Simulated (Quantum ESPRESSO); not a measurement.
# Zr3GaO7F: one run as intended and one with a planted mistake

Simulated, not a measurement. The program is pw.x of Quantum ESPRESSO 7.5 (plane-wave density functional theory). The cell is made up: 12 atoms on a fluorite lattice, with randomly drawn elements, strain and displacements, not relaxed. PseudoDojo standard norm-conserving files (v0.5 for PBE, v0.4.1 for LDA and PBEsol) set the functional; there is no spin polarisation, spin-orbit coupling or dispersion term, and the masses in the input are unused placeholders.

Intended input:

```
&control calculation='scf', pseudo_dir='./dojo.nc.sr.pbe.v0_5.standard.upf', outdir='./o', disk_io='medium', tprnfor=.true., tstress=.true. /
&system ibrav=0, nat=12, ntyp=4, nbnd=55, ecutwfc=84.00895049, nosym=.true., tot_charge=0,
 occupations='smearing', smearing='fd', degauss=0.0018374661
/
&electrons conv_thr=7.350e-09, electron_maxstep=60, /
ATOMIC_SPECIES
F 1.0 F.upf
Ga 1.0 Ga.upf
O 1.0 O.upf
Zr 1.0 Zr.upf
CELL_PARAMETERS angstrom
5.0792 0.0719 0.031
0.0719 5.1411 0.0367
0.031 0.0367 5.0356
ATOMIC_POSITIONS angstrom
Zr -0.1982 -0.0455 -0.0535
Zr -0.0064 2.6244 2.4783
Zr 2.6259 0.114 2.3995
Ga 2.6977 2.718 0.0546
O 1.3695 1.4665 1.4635
F 1.2142 1.46 3.7112
O 1.1983 3.932 1.2735
O 1.4187 4.0079 3.8641
O 3.9452 1.4344 1.225
O 3.802 1.5032 3.7701
O 3.8142 3.9705 1.3428
O 4.0122 3.9047 3.8638
K_POINTS automatic
4 4 4 1 1 1
```

The log is shortened where brackets say so; the opening notice, blank lines, dates and the lines on written files are dropped, and the path of the files is cut. It prints rydbergs, bohrs and kilobars, and counts compression as positive stress. Where no state is partly filled, the Fermi energy that it prints is only some level between the filled and the empty states on the mesh, and need not lie in the true gap.

Log of the intended run:

```
     Program PWSCF v.7.5
     Parallel version (MPI & OpenMP), running on       1 processor cores
     Number of MPI processes:                 1
     Threads/MPI process:                     1
     [start-up lines left out]
     bravais-lattice index     =            0
     lattice parameter (alat)  =       9.5994  a.u.
     unit-cell volume          =     887.1046 (a.u.)^3
     number of atoms/cell      =           12
     number of atomic types    =            4
     number of electrons       =        98.00
     number of Kohn-Sham states=           55
     kinetic-energy cutoff     =      84.0090  Ry
     charge density cutoff     =     336.0358  Ry
     scf convergence threshold =      7.3E-09
     mixing beta               =       0.7000
     number of iterations used =            8  plain     mixing
     Exchange-correlation= PBE
                           (   1   4   3   4   0   0   0)
     [axes and pseudopotential details left out]
   Cartesian axes
     site n.     atom                  positions (alat units)
         1        Zr     tau(   1) = (  -0.0390173  -0.0089570  -0.0105319  )
         2        Zr     tau(   2) = (  -0.0012599   0.5166342   0.4878732  )
         3        Zr     tau(   3) = (   0.5169294   0.0224418   0.4723608  )
         4        Ga     tau(   4) = (   0.5310639   0.5350601   0.0107484  )
         5        O      tau(   5) = (   0.2695970   0.2886923   0.2881017  )
         6        F      tau(   6) = (   0.2390250   0.2874127   0.7305794  )
         7        O      tau(   7) = (   0.2358950   0.7740457   0.2506987  )
         8        O      tau(   8) = (   0.2792825   0.7889872   0.7606790  )
         9        O      tau(   9) = (   0.7766442   0.2823731   0.2411511  )
        10        O      tau(  10) = (   0.7484542   0.2959170   0.7421744  )
        11        O      tau(  11) = (   0.7508558   0.7816247   0.2643409  )
        12        O      tau(  12) = (   0.7898337   0.7686715   0.7606200  )
     number of k points=    32  Fermi-Dirac smearing, width (Ry)=  0.0018
                       cart. coord. in units 2pi/alat
        k(    1) = (   0.1225437   0.1209074   0.1244617), wk =   0.0625000
        k(    2) = (   0.1210295   0.1191281   0.3766785), wk =   0.0625000
     [further k points left out]
     Dense  grid:    92225 G-vectors     FFT dimensions: (  60,  60,  60)
     Estimated max dynamical RAM per process >     147.59 MB
     Initial potential from superposition of free atoms
     starting charge      97.9902, renormalised to      98.0000
     Starting wfcs are   71 randomized atomic wfcs
     total cpu time spent up to now is       19.9 secs
     per-process dynamical memory:    91.8 Mb
     Self-consistent Calculation
     iteration #  1     ecut=    84.01 Ry     beta= 0.70
     Davidson diagonalization with overlap
     ethr =  1.00E-02,  avg # of iterations =  2.0
     total cpu time spent up to now is       56.9 secs
     total energy              =    -736.67510509 Ry
     estimated scf accuracy    <       4.15485771 Ry
     iteration #  2     ecut=    84.01 Ry     beta= 0.70
     Davidson diagonalization with overlap
     ethr =  4.24E-03,  avg # of iterations =  6.4
     total cpu time spent up to now is       98.1 secs
     total energy              =    -735.79988908 Ry
     estimated scf accuracy    <      12.92126559 Ry
     [iterations 3 to 13 left out]
     iteration # 14     ecut=    84.01 Ry     beta= 0.70
     Davidson diagonalization with overlap
     ethr =  1.52E-10,  avg # of iterations =  2.1
     total cpu time spent up to now is      565.9 secs
     total energy              =    -738.71578029 Ry
     estimated scf accuracy    <       0.00000002 Ry
     iteration # 15     ecut=    84.01 Ry     beta= 0.70
     Davidson diagonalization with overlap
     ethr =  1.56E-11,  avg # of iterations =  4.2
     total cpu time spent up to now is      608.8 secs
     End of self-consistent calculation
     [lines on levels left out]
     the Fermi energy is    12.1745 ev
!    total energy              =    -738.71578030 Ry
     estimated scf accuracy    <          5.2E-09 Ry
     smearing contrib. (-TS)   =      -0.00000000 Ry
     internal energy E=F+TS    =    -738.71578030 Ry
     The total energy is F=E-TS. E is the sum of the following terms:
     one-electron contribution =    -150.41695199 Ry
     hartree contribution      =     144.71581124 Ry
     xc contribution           =    -172.35840831 Ry
     ewald contribution        =    -560.65623123 Ry
     convergence has been achieved in  15 iterations
     Forces acting on atoms (cartesian axes, Ry/au):
     atom    1 type  4   force =     0.10223570   -0.02578421    0.00686349
     atom    2 type  4   force =     0.04705722    0.04658427   -0.02702758
     atom    3 type  4   force =    -0.08426770   -0.00666501    0.03875005
     atom    4 type  2   force =    -0.03727033    0.02356766   -0.00074205
     atom    5 type  3   force =     0.05495501   -0.03609891   -0.08205783
     atom    6 type  1   force =     0.00717312   -0.03804113    0.08629633
     atom    7 type  3   force =     0.02012420    0.04081291    0.01024142
     atom    8 type  3   force =     0.04472786    0.00268996   -0.01760296
     atom    9 type  3   force =    -0.02694986   -0.00788711   -0.00187525
     atom   10 type  3   force =    -0.05355120   -0.05280501    0.00638121
     atom   11 type  3   force =    -0.03288843    0.00466862   -0.02733292
     atom   12 type  3   force =    -0.04134560    0.04895797    0.00810608
     Total force =     0.252741     Total SCF correction =     0.000242
     Computing stress (Cartesian axis) and pressure
          total   stress  (Ry/bohr**3)                   (kbar)     P=       65.27
   0.00044915  -0.00012062  -0.00010949           66.07      -17.74      -16.11
  -0.00012062   0.00008237   0.00013468          -17.74       12.12       19.81
  -0.00010949   0.00013468   0.00079962          -16.11       19.81      117.63
     init_run     :     17.68s CPU     19.72s WALL (       1 calls)
     electrons    :    550.77s CPU    588.91s WALL (       1 calls)
     forces       :      6.44s CPU      6.56s WALL (       1 calls)
     stress       :     26.05s CPU     26.14s WALL (       1 calls)
     [timing details left out]
     PWSCF        :  10m 1.24s CPU  10m41.88s WALL
     JOB DONE.
```

A second run has one planted mistake: two atoms have their elements exchanged. The input lines that differ, file-writing options aside:

```
- Zr -0.0064 2.6244 2.4783
+ Ga -0.0064 2.6244 2.4783
- Ga 2.6977 2.718 0.0546
+ Zr 2.6977 2.718 0.0546
```

Its log:

```
     Program PWSCF v.7.5
     Parallel version (MPI & OpenMP), running on       1 processor cores
     Number of MPI processes:                 1
     Threads/MPI process:                     1
     [start-up lines left out]
     bravais-lattice index     =            0
     lattice parameter (alat)  =       9.5994  a.u.
     unit-cell volume          =     887.1046 (a.u.)^3
     number of atoms/cell      =           12
     number of atomic types    =            4
     number of electrons       =        98.00
     number of Kohn-Sham states=           55
     kinetic-energy cutoff     =      84.0090  Ry
     charge density cutoff     =     336.0358  Ry
     scf convergence threshold =      7.3E-09
     mixing beta               =       0.7000
     number of iterations used =            8  plain     mixing
     Exchange-correlation= PBE
                           (   1   4   3   4   0   0   0)
     [axes and pseudopotential details left out]
   Cartesian axes
     site n.     atom                  positions (alat units)
         1        Zr     tau(   1) = (  -0.0390173  -0.0089570  -0.0105319  )
         2        Ga     tau(   2) = (  -0.0012599   0.5166342   0.4878732  )
         3        Zr     tau(   3) = (   0.5169294   0.0224418   0.4723608  )
         4        Zr     tau(   4) = (   0.5310639   0.5350601   0.0107484  )
         5        O      tau(   5) = (   0.2695970   0.2886923   0.2881017  )
         6        F      tau(   6) = (   0.2390250   0.2874127   0.7305794  )
         7        O      tau(   7) = (   0.2358950   0.7740457   0.2506987  )
         8        O      tau(   8) = (   0.2792825   0.7889872   0.7606790  )
         9        O      tau(   9) = (   0.7766442   0.2823731   0.2411511  )
        10        O      tau(  10) = (   0.7484542   0.2959170   0.7421744  )
        11        O      tau(  11) = (   0.7508558   0.7816247   0.2643409  )
        12        O      tau(  12) = (   0.7898337   0.7686715   0.7606200  )
     number of k points=    32  Fermi-Dirac smearing, width (Ry)=  0.0018
                       cart. coord. in units 2pi/alat
        k(    1) = (   0.1225437   0.1209074   0.1244617), wk =   0.0625000
        k(    2) = (   0.1210295   0.1191281   0.3766785), wk =   0.0625000
     [further k points left out]
     Dense  grid:    92225 G-vectors     FFT dimensions: (  60,  60,  60)
     Estimated max dynamical RAM per process >     147.59 MB
     Initial potential from superposition of free atoms
     starting charge      97.9902, renormalised to      98.0000
     Starting wfcs are   71 randomized atomic wfcs
     total cpu time spent up to now is       17.1 secs
     per-process dynamical memory:    91.8 Mb
     Self-consistent Calculation
     iteration #  1     ecut=    84.01 Ry     beta= 0.70
     Davidson diagonalization with overlap
     ethr =  1.00E-02,  avg # of iterations =  2.0
     total cpu time spent up to now is       58.3 secs
     total energy              =    -736.68729926 Ry
     estimated scf accuracy    <       4.13852895 Ry
     iteration #  2     ecut=    84.01 Ry     beta= 0.70
     Davidson diagonalization with overlap
     ethr =  4.22E-03,  avg # of iterations =  5.8
     total cpu time spent up to now is      116.0 secs
     total energy              =    -735.43652385 Ry
     estimated scf accuracy    <      14.69510052 Ry
     [iterations 3 to 13 left out]
     iteration # 14     ecut=    84.01 Ry     beta= 0.70
     Davidson diagonalization with overlap
     ethr =  1.58E-10,  avg # of iterations =  2.0
     total cpu time spent up to now is      620.1 secs
     total energy              =    -738.72779161 Ry
     estimated scf accuracy    <       0.00000005 Ry
     iteration # 15     ecut=    84.01 Ry     beta= 0.70
     Davidson diagonalization with overlap
     ethr =  5.27E-11,  avg # of iterations =  2.0
     total cpu time spent up to now is      657.3 secs
     End of self-consistent calculation
     [lines on levels left out]
     the Fermi energy is    12.2550 ev
!    total energy              =    -738.72779161 Ry
     estimated scf accuracy    <          7.2E-09 Ry
     smearing contrib. (-TS)   =      -0.00000000 Ry
     internal energy E=F+TS    =    -738.72779161 Ry
     The total energy is F=E-TS. E is the sum of the following terms:
     one-electron contribution =    -151.49511144 Ry
     hartree contribution      =     145.28290281 Ry
     xc contribution           =    -172.30470614 Ry
     ewald contribution        =    -560.21087684 Ry
     convergence has been achieved in  15 iterations
     Forces acting on atoms (cartesian axes, Ry/au):
     atom    1 type  4   force =     0.11809723   -0.00956431    0.00820669
     atom    2 type  2   force =     0.03723168    0.01435641   -0.02312061
     atom    3 type  4   force =    -0.09570640    0.00431468    0.04083182
     atom    4 type  4   force =    -0.09807118    0.01834557    0.01586420
     atom    5 type  3   force =     0.02674527   -0.01724428   -0.06069499
     atom    6 type  1   force =     0.00144901   -0.00861836    0.07784457
     atom    7 type  3   force =     0.00872448    0.01511391    0.02702788
     atom    8 type  3   force =     0.04687391    0.03472251   -0.01739490
     atom    9 type  3   force =    -0.00357542   -0.01644149    0.01860539
     atom   10 type  3   force =    -0.01682986   -0.05700710   -0.03100165
     atom   11 type  3   force =    -0.01739285   -0.00058310   -0.02105999
     atom   12 type  3   force =    -0.00754588    0.02260557   -0.03510840
     Total force =     0.246024     Total SCF correction =     0.000167
     Computing stress (Cartesian axis) and pressure
          total   stress  (Ry/bohr**3)                   (kbar)     P=       42.43
   0.00023805  -0.00004190   0.00005488           35.02       -6.16        8.07
  -0.00004190   0.00000031   0.00014173           -6.16        0.05       20.85
   0.00005488   0.00014173   0.00062693            8.07       20.85       92.22
     init_run     :     16.02s CPU     16.99s WALL (       1 calls)
     electrons    :    616.37s CPU    640.20s WALL (       1 calls)
     forces       :      8.08s CPU      8.18s WALL (       1 calls)
     stress       :     28.32s CPU     28.42s WALL (       1 calls)
     [timing details left out]
     PWSCF        :  11m 9.07s CPU  11m34.46s WALL
     JOB DONE.
```

```
                                            intended run  run with the mistake
                          free energy (eV)    -10050.740            -10050.904
                    smearing term -TS (eV)        0.0000                0.0000
                            pressure (GPa)          6.53                  4.24
            largest force component (eV/Å)         2.629                 3.036
largest change of a force component (eV/Å)                               1.563
                                iterations            15                    15
```

For scale, a rerun of the intended cell at a cutoff of 1467 eV and k mesh 6 x 6 x 6 moved values by no more than 0.002 eV in energy, 0.05 GPa in stress and 0.006 eV/Å in force.